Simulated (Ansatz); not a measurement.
NbGeAs: do energies and stresses tell the same story?

All numbers below come from Ansatz 0.2.0, DFT r2SCAN, scalar-relativistic, plane waves, PAW.

Settings: cutoff 500 eV, Γ-centred mesh 10×10×6 on the computed 6-atom cell, Gaussian smearing of 0.10 eV; no spin polarisation.

Relaxed cell: P4/nmm, a = 3.586 Å, b = 3.586 Å, c = 7.944 Å, α = 90.00°, β = 90.00°, γ = 90.00°, 6 atoms in the primitive cell. Whether it is the stable form of this composition wasn't checked.

Energies at zero smearing and pressures from the stress tensor, at volumes with shape and atoms relaxed:
| V (Å³/atom) | E − E(first) (meV/atom) | P (GPa) |
| --- | --- | --- |
| 16.002 | 0.00 | 10.54 |
| 16.513 | -24.19 | 4.83 |
| 17.024 | -31.59 | 0.00 |
| 17.534 | -24.81 | -4.10 |
| 18.045 | -6.01 | -7.56 |

Problem. Check P = −dE/dV between neighbouring volumes, and get the bulk modulus from the pressures alone.

Solution. With 1 eV/Å³ = 160.2 GPa:
| middle V (Å³/atom) | −ΔE/ΔV (GPa) | mean P (GPa) |
| --- | --- | --- |
| 16.258 | 7.589 | 7.686 |
| 16.768 | 2.322 | 2.413 |
| 17.279 | -2.129 | -2.051 |
| 17.790 | -5.898 | -5.830 |

The two differ by 0.10 GPa at most. The mean of two end pressures misses the average over a step by about ΔV² P″/12, up to 0.08 GPa here; with that taken off 0.02 GPa remains. Around V = 17.024 Å³/atom, the two neighbours give B = −V ΔP/ΔV = 17.024 × 8.93 / 1.021 = 148.8 GPa, against B0 = 148.2 GPa from the Birch–Murnaghan fit of the energies.

Cost: 6 runs of about 17 core-minutes in all, on Intel Xeon 6975P-C (Granite Rapids) (shared hosts).